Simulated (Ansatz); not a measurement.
Sc:
```yaml
crystal:
  lattice:
    - [0.00000, 3.16965, 3.16965]
    - [3.16965, 0.00000, 3.16965]
    - [3.16965, 3.16965, 0.00000]
  atoms:
    - { symbol: Sc, position: [0.00000, 0.00000, 0.00000] }
    - { symbol: Sc, position: [0.25000, 0.25000, 0.25000] }
```

Relaxed with r²SCAN.

Map the valence electron density (e/Å³), cut off at 1 on the plane through (0.000, 0.000, 0.000) spanned by u = [1, 0, 0] and v = [-1, 1, 1] in lattice vectors, from plane-wave PAW r²SCAN (Ansatz code).

x is the fraction of u, y of v (the angle between them is 90°; rows are the nearest grid lines); atoms in the plane: Sc at (0.00, 0.00), Sc at (0.50, 0.25).
```
|@@@@@:.         .:@@@@@|
|@@@@#:.         .:#@@@@|
|@@@#:.           .:#@@@|
|@@+:.             .:+@@|
|...                 ...|
|                       |
|                       |
|                       |
|                       |
|                       |
|                       |
|                       |
|                       |
|         .....         |
|        .:---:.        |
|      .:#@@@@@#:.      |
|      .=@@@@@@@=.      |
|     .:@@@@@@@@@:.     |
|     .:%@@@@@@@%:.     |
|...  ..+@@@@@@@+..  ...|
|@@*-....-*@@@*-....-*@@|
|@@@#:. ..:---:.. .:#@@@|
|@@@@%:.         .:%@@@@|
|@@@@@:.         .:@@@@@|
```
Scale: ten equal steps from 0.036 (start of ' ') to 1.00 (end of '@'), in the order ' .:-=+*#%@'; x runs from 0.000 to 1.00, y from 0.000 (bottom) to 1.00 (top).

The density is the valence pseudo-density with augmentation charge, so density and ELF within about 1 Å of a nucleus are not all-electron values.

Space group Fd-3m (diamond). The start of the workflow was typed in or built on a structure type; neither database checked (COD, Materials Project) lists it. It is not the phase usual at ambient conditions (space group No. 194). The r²SCAN relaxation kept the symmetry of its start; whether a distortion lowers the energy is not shown. The run is not spin-polarised. The volume moved by -20 % from the start of the relaxation.

Potentials: the earlier of the program's two PAW sets.
